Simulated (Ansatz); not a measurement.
Sc3AlP: rattling a relaxed structure

It was reached by relaxing an invented guess, and it needn't be the stable form of this composition.

Computed with DFT PBE, scalar-relativistic, plane waves, PAW in Ansatz 0.2.0. Plane waves to 420 eV, a k mesh through Γ of 8×8×8 on the computed 5-atom cell and Gaussian smearing (0.10 eV); no spin polarisation.

The cell below (5 atoms, space group Pm-3m (No. 221)) is relaxed within its symmetry.

```cif
data_structure
_symmetry_space_group_name_H-M 'P 1'
_symmetry_Int_Tables_number 1
_cell_length_a 4.8591
_cell_length_b 4.8591
_cell_length_c 4.8591
_cell_angle_alpha 90.000
_cell_angle_beta 90.000
_cell_angle_gamma 90.000
_cell_volume 114.73
loop_
_atom_site_label
_atom_site_type_symbol
_atom_site_fract_x
_atom_site_fract_y
_atom_site_fract_z
_atom_site_occupancy
Sc1 Sc 0.50000 0.00000 0.00000 1
Sc2 Sc 0.00000 0.50000 0.00000 1
Sc3 Sc 0.00000 0.00000 0.50000 1
Al1 Al 0.50000 0.50000 0.50000 1
P1 P 0.00000 0.00000 0.00000 1
```

For the test a repeat of it with 10 atoms (edges 4.86, 4.86, 9.72 Å) was strained at random (σ = 1.5 % a component), the atoms were moved at random (σ = 0.10 Å), and all was relaxed again on a coarse 4×4×2 mesh (in the run’s order of axes) with 0.20 eV smearing, with no symmetry imposed.

Problem. What happens?

Solution. It returns, within 1 meV/atom of the unmoved cell on that mesh and with the same symmetry when read at 0.1 Å (P1 at 0.01 Å, so small strains and shifts remain). So it is stable against the distortions that fit this cell and that this random move excites. Modes that don't fit the cell aren't tested.
